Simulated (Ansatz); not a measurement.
## Ansatz run, CsAl2Pt2

The input, for Ansatz 0.2.0 (plane waves, PAW):

```yaml
crystal:
  lattice:
    - [4.429841, 0.0, 0.0]
    - [0.0, 4.429841, 0.0]
    - [0.0, 0.0, 10.39207]
  atoms:
    - { symbol: Pt, position: [0.0, 0.0, 0.0] }
    - { symbol: Pt, position: [0.5, 0.5, 0.0] }
    - { symbol: Al, position: [0.0, 0.0, 0.5] }
    - { symbol: Al, position: [0.5, 0.5, 0.5] }
    - { symbol: Pt, position: [0.0, 0.5, 0.376] }
    - { symbol: Pt, position: [0.5, 0.0, 0.624] }
    - { symbol: Al, position: [0.0, 0.5, 0.131] }
    - { symbol: Al, position: [0.5, 0.0, 0.869] }
    - { symbol: Cs, position: [0.0, 0.5, 0.744] }
    - { symbol: Cs, position: [0.5, 0.0, 0.256] }
  symmetry: { tolerance: 0.0003 }
kpoints:
  mp_grid: { grid: [3, 3, 1], shift: [0, 0, 0] }
magnetization:
  spin_polarized: false
scf:
  occupations: { method: fermi_dirac }
hamiltonian:
  pseudopotentials: { kind: paw }
  xc: hse06
basis:
  ecutwfc: 420
  fft_grid_basis: typed
output:
  forces: true
  stress: true
  eigenvalues: true
  populations: true
  elf: true
  write_potential: true
  volumetric_format: npy
  dos:
    e_range: [-12, 8]
    de: 0.05
    projected: { site_lists: { Al: [Al], Cs: [Cs], Pt: [Pt] } }
    method: { smearing: { sigma: 0.1, scheme: gaussian } }
```

Output (shortened):

```
Warning: output.stress: scf.convergence.dr2_threshold = 1e-7 eV (the SCF's general default) is looser than the 1e-9 eV advised for a printed stress (1e-10 eV for each atom of the cell: 10).
Warning: output.stress: scf.exx.energy_threshold = 1e-6 eV is looser than the 1e-7 eV advised for a stress under a hybrid functional (1e-8 eV for each atom of the cell: 10). Every SCF of the exchange loop can meet its threshold on dr2 while the loop round them stops early: no threshold on dr2 bounds what that leaves in the stress. Set scf.exx.energy_threshold to 1e-7 eV or tighter.
exact exchange: scf.exx.singularity resolves to wigner_seitz, which cuts the screened interaction at the faces of the exchange supercell's Wigner-Seitz cell, so that each pair interacts once, at the shortest of its separations (the periodic images that this leaves out come, for a point-like exchange hole, to about 0.002 eV on a filled level).
Pseudopotentials: kind: paw
Pseudopotential: Pt, paw, valence charge 18, recommended cutoff 420 eV (normal), Pt.paw.azcp
Pseudopotential: Al, paw, valence charge 3, recommended cutoff 420 eV (normal), Al.paw.azcp
Pseudopotential: Cs, paw, valence charge 9, recommended cutoff 420 eV (normal), Cs.paw.azcp
Functional definition: HSE06
  exchange = pbe_x - a*pbe_x_sr(omega) + a*exact_x_sr(omega)
  correlation = pbe_c
Crystal: 10 atoms, lattice volume = 203.929 Å³
Basis set: ecut = 420 eV, 4019 PW (Γ), exchange–correlation on 60×60×144 points (8 copies of the dense FFT grid, shifted against one another)
Bands: 62, of which v1, the nominal top of the filled ones, is band 51 counted from 1 (50 counted from 0)
Symmetry: 16 space group operations
Space group: P4/nmm (ITA 129), of the structure as read, at distance tolerance 1.8e-3 Å
k-points: 3 of 9
Initial density: superposition of atomic densities (neutral atoms: chi_scale 0, normalization atom), corrected by the library's trained network
Free energy (F): -63607.6494 eV
Frozen-core exchange: fock
Harris-Foulkes:  -63607.6494 eV  (|F-HF|=1.82e-10)
Internal energy: -63607.5467 eV  (E = F + TS)
E sigma→0 (E₀):  -63607.5980 eV
Entropy (-TS):   -0.1028 eV (-10.277 meV/atom)
Fermi energy:    12.4204 eV
--- Per-component energies (eV) ---
  E_band       = -1335.8715
  E_kinetic    = 2950.8874
  E_local      = -10769.8433  (includes V_loc(G=0)·N_el)
  E_nonlocal   = 909.6512
  E_hartree    = 4294.9703
  E_xc         = -1250.0423
  E_vxc        = -1264.7856  (∫ρ·V_xc dr)
  E_exx        = -302.1291  (= α·E_x^exact, valence–valence)
  E_paw        = -49852.0618  (= ΣΔE_a)
  E_vpaw       = -1147.4619  (= ΣTr[D̂ρ^β])
  E_aug_tail   = 0.0008  (compensation charges beyond the density's cutoff)
  E_ewald      = -9580.3738
  E_core_change = -8.6062  (= ΣΔE_core)
  E_smearing   = -0.1028  (= −TS)
--- Forces (eV/Å), atoms counted from 1 ---
  atom   1  Pt     0.0000     0.0000     0.0000
  atom   2  Pt     0.0000     0.0000     0.0000
  atom   3  Al     0.0000     0.0000     0.0000
  atom   4  Al     0.0000     0.0000     0.0000
  atom   5  Pt     0.0000     0.0000     0.1880
  atom   6  Pt     0.0000     0.0000    -0.1880
  atom   7  Al     0.0000     0.0000    -1.2362
  atom   8  Al     0.0000     0.0000     1.2362
  atom   9  Cs     0.0000     0.0000     0.9273
  atom  10  Cs     0.0000     0.0000    -0.9273
--- Stress (GPa, compression-positive) ---
        4.1488       0.0000       0.0000
        0.0000       4.1488       0.0000
        0.0000       0.0000       5.8716
  P = ⅓ Tr σ = 4.7231 GPa (47.231 kbar)
```

Origin: a known structure type with other elements, at an estimated volume, so it need not be a known compound. Caveats: the exchange threshold is loose for a stress; the SCF threshold is loose for a stress; hybrid functional on a coarse k mesh; hybrid pressures are less sure with W, Ta, Re, Os or Al on these datasets.
